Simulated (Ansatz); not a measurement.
ZnSe (zinc blende)

```
ZnSe
1.0
    0.00000     2.83279     2.83279
    2.83279     0.00000     2.83279
    2.83279     2.83279     0.00000
Se Zn
1 1
Direct
  0.25000   0.25000   0.25000
  0.00000   0.00000   0.00000
```

E(V) scan at fixed shape, V₀ the volume above. Symmetry pins the atoms to their sites.

All values below come from r2SCAN (plane waves to 500 eV, PAW, scalar-relativistic; Ansatz, an electronic-structure program). k mesh 11×11×11 (Γ-centred), Fermi-Dirac smearing 0.05 eV. Stress and pressure are positive under compression. ZnSe was relaxed with its symmetry unable to fall.

At one point of the scan the stress tensor (GPa) is:

```
   3.74     0.00     0.00
   0.00     3.74     0.00
   0.00     0.00     3.74
```

Task: Which point is it?
A) V/V₀ = 0.950
B) V/V₀ = 0.975
C) V/V₀ = 0.900
D) V/V₀ = 0.925

Result: A, V/V₀ = 0.950

(Under strain, the slope of the energy per volume gives the stress and its curvature an elastic modulus.)
